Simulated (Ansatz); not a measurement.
Values for one crystal, relaxed and computed with PBEsol in the plane-wave PAW code Ansatz; other levels are named.

| Quantity | Value |
|---|---|
| Volume per atom | 13.46 Å³ |
| Electronic character | metallic (no gap) |
| Highest zone-centre frequency | 49.8 meV |
| Gap with spin–orbit coupling | none (metallic) |
| Density of states at the Fermi level | 0.25 states/eV per atom (mean over ±0.08 eV) |
| Pressure derivative B′ | 4.6 |
| Zone-centre stability | no imaginary mode at Γ |

**Question.** Which of these materials gives this?
(A) GaPt, P2_13 (Ga on 4a, Pt on 4a)
(B) Al3Ru2, I4/mmm (Al on 2a, Al on 4e, Ru on 4e)
(C) GaAg, CsCl type
(D) Mg2Sn, C2/m (Mg on 4i, Mg on 4i, Sn on 4i)

**Answer.** B, Al3Ru2, I4/mmm (Al on 2a, Al on 4e, Ru on 4e)

The first step of the workflow began from a Materials Project structure, measured or hypothetical; the Crystallography Open Database copy checked does not list it. With Al and Ru taken as one species the cell has the higher symmetry I4/mmm, so it may be an ordered model of a mixed-site phase. Whether it is the stable phase at ambient conditions was not checked. The cell was relaxed with PBEsol under the symmetry of its start. The run is not spin-polarised. Scalar-relativistic: spin–orbit coupling is off unless named, which matters more the heavier the elements.

Potentials: the later of the program's two PAW sets.
